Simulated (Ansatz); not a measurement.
**Structures of SiSb$_{2}$: which is lowest?**

Plane-wave DFT in Ansatz with scalar-relativistic PAW potentials, cutoff 420 eV, Γ-centred meshes chosen by cell and gap, Gaussian smearing with energies taken to zero width. Every cell was relaxed (cell and atoms) in a run of its own, within the symmetry of its start. Functional: PBE.

Relaxed structures (starts from databases or built by putting these elements on another compound's sites):
A. I4/mmm, 3 atoms in the computed cell, a = 3.568 Å, c = 11.392 Å; sites (symmetry × multiplicity) Si 4/mmm × 2, Sb 4mm × 4; start: built
B. P4_2/nmc, 6 atoms in the computed cell, a = 3.966 Å, c = 10.686 Å; sites (symmetry × multiplicity) Si -4m2 × 2, Sb 2mm. × 4; start: built
C. Pnnm, 6 atoms in the computed cell, a = 5.646 Å, b = 7.123 Å, c = 3.888 Å; sites (symmetry × multiplicity) Si ..2/m × 2, Sb ..m × 4; start: built
D. Fm-3m, 3 atoms in the computed cell, a = 6.801 Å; sites (symmetry × multiplicity) Si m-3m × 4, Sb -43m × 8; start: built
E. P4/nmm, 6 atoms in the computed cell, a = 4.073 Å, c = 9.755 Å; sites (symmetry × multiplicity) Si 4mm × 2, Sb -4m2 × 2 + 4mm × 2; start: built

Task: Rank them by energy. Could pressure change the order?

Result:
| structure | group | E − E(lowest) (meV/atom) | V (Å³/atom) | gap on mesh (eV) |
| --- | --- | --- | --- | --- |
| C | Pnnm | 0.0 | 26.06 | 0.00 |
| B | P4_2/nmc | 47 | 28.02 | 0.00 |
| A | I4/mmm | 122 | 24.17 | 0.00 |
| E | P4/nmm | 184 | 26.96 | 0.00 |
| D | Fm-3m | 200 | 26.21 | 0.00 |

C is lowest, 47 meV/atom under B. A is denser by 1.88 Å³/atom, so pressure favours it: ΔE/ΔV, with ΔE in eV and 1 eV/Å³ = 160.2 GPa, gives about 10 GPa for equal enthalpy if both cells were rigid, a rough figure since the two compress differently. Other structures may lie lower than all of these, and vibrations aren't counted.

Spin-orbit coupling is left out, which matters for the bands of heavy elements.